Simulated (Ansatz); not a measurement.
Ga7Pt3:
```xyz
20
Lattice="-4.3970 4.3970 4.3970 4.3970 -4.3970 4.3970 4.3970 4.3970 -4.3970" Properties=species:S:1:pos:R:3 pbc="T T T"
Ga     0.0000     4.3970     2.1985
Ga     4.3970     0.0000     2.1985
Ga     2.1985     0.0000     4.3970
Ga     2.1985     4.3970     0.0000
Ga     4.3970     2.1985     0.0000
Ga     0.0000     2.1985     4.3970
Ga     1.4470     1.4470    -1.4470
Ga     2.9501     2.9501    -2.9501
Ga     2.9501    -2.9501     2.9501
Ga     1.4470    -1.4470     1.4470
Ga     2.9501     2.9501     2.9501
Ga     1.4470     1.4470     1.4470
Ga    -2.9501     2.9501     2.9501
Ga    -1.4470     1.4470     1.4470
Pt     0.0000     0.0000     5.7964
Pt     0.0000     0.0000     2.9976
Pt     5.7964     0.0000     0.0000
Pt     2.9976     0.0000     0.0000
Pt     0.0000     5.7964     0.0000
Pt     0.0000     2.9976     0.0000
```

Relaxed with r²SCAN. Special points in fractions of this cell's reciprocal vectors: Γ (0.000, 0.000, 0.000); H (0.500, -0.500, 0.500); N (0.000, 0.000, 0.500); P (0.250, 0.250, 0.250).

**Question.** List the band energies nearest the Fermi level at these points for plane-wave PAW r²SCAN (Ansatz code).

**Answer.** In eV from the Fermi level; about four levels below and three above (degenerate sets whole), none deeper than 8.9 eV; points with the same levels are listed once.

| k | below | above |
|---|---|---|
| Γ | -1.36 -1.36 -1.36 -0.93 -0.69 -0.69 | 0.99 0.99 0.99 |
| H | -0.86 -0.86 -0.86 -0.51 -0.51 -0.51 | 0.45 0.45 0.45 |
| N | -1.51 -1.02 -0.89 -0.42 | 0.54 1.08 1.24 |
| P | -0.77 -0.77 -0.77 -0.60 -0.60 -0.60 | 1.26 1.26 1.26 |

Space group Im-3m. The workflow started from a Materials Project entry (that database holds measured and hypothetical structures alike); the Crystallography Open Database copy checked does not list it. Its standing as an ambient phase is unchecked. The r²SCAN relaxation kept the symmetry of its start; its stability against distortions is not shown here. No spin polarisation was allowed. Scalar-relativistic: spin–orbit coupling is off unless named, which matters more the heavier the elements.

Potentials: the later of the program's two PAW sets.
